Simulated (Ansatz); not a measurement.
Relaxed AgCl (rock salt):

```yaml
crystal:
  lattice:
    - [0.00000, 5.54504, 5.54504]
    - [2.77252, 0.00000, 2.77252]
    - [2.77252, 2.77252, 0.00000]
  atoms:
    - { symbol: Cl, position: [0.00000, 0.00000, 0.00000] }
    - { symbol: Cl, position: [0.50000, 0.00000, 0.00000] }
    - { symbol: Ag, position: [0.25000, 0.50000, 0.50000] }
    - { symbol: Ag, position: [0.75000, 0.50000, 0.50000] }
```

These are r2SCAN (plane waves to 500 eV, PAW, scalar-relativistic; Ansatz, a quantum-chemistry and plane-wave program) values and carry that method's errors. k mesh 4×8×8 (Γ-centred), Fermi-Dirac smearing 0.05 eV. AgCl was relaxed with its symmetry unable to fall.

One atom of the cell was then moved (with its periodic images), all else fixed, and the forces (eV/Å) came out as:

| atom | Fx | Fy | Fz |
|---|---|---|---|
| Cl1 | -0.124 | 0.124 | 0.327 |
| Cl2 | 0.126 | -0.126 | -0.062 |
| Ag3 | 0.007 | -0.007 | -0.057 |
| Ag4 | -0.009 | 0.009 | -0.208 |

Problem. Which atom was moved, and by which vector (Å)?

Solution. Cl1, by (0.00, 0.00, -0.17), 0.17 Å in all.

(A displaced cell: forces are minus the slopes of the energy, force constants its curvatures, and phonons follow from these.)
